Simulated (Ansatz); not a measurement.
## Calculated quadrupolar parameters for BN

The cell is a structure deposited in the COD, its atoms then relaxed with PBE in this cell.

```
CELL_PARAMETERS angstrom
2.49824 0.00000 0.00000
-1.24912 2.16354 0.00000
0.00000 0.00000 6.63570
ATOMIC_POSITIONS crystal
B 0.33333 0.66667 0.25000
B 0.66667 0.33333 0.75000
N 0.33333 0.66667 0.75000
N 0.66667 0.33333 0.25000
```

Atom numbers follow the list; atoms alike are taken as one site, whose name carries the number of the first.

Method: Kohn–Sham DFT in Ansatz, LDA, plane waves and PAW, scalar-relativistic, 420 eV cutoff, Γ-centred 14×14×5 k-points, Fermi–Dirac smearing 0.02 eV.

C_Q = eQV_zz/h, which is 24.18 MHz for Q = 1 b and V_zz = 10²¹ V/m²; η = (V_xx − V_yy)/V_zz.

¹⁰B: I = 3, Q = 84.59 mb; 14N: I = 1, Q = 20.44 mb. Nuclear quadrupole moments: year-2017 set (Pyykkö).

(1) Give the quadrupolar parameters of the distinct sites.

Answers

(1) 

```csv
site,atoms (order as listed),first shell,V_zz (10²¹ V/m²),η,C_Q (MHz)
B,"1, 2",3 N at 1.44 Å,2.86,0.00,5.84
N,"3, 4",3 B at 1.44 Å,0.14,0.00,0.069
```

An axis of threefold or higher order runs through B and N, so V_zz lies along it and η is zero.

The run took 0.57 s of wall time (1.6 s of CPU time) and 0.41 GiB at its peak, on 4 threads of Intel Xeon 6975P-C (Granite Rapids) (x86_64; 16 cores open to the job, memory cap 10.0 GiB, no GPU), a shared host with a load of 0.1 a core.
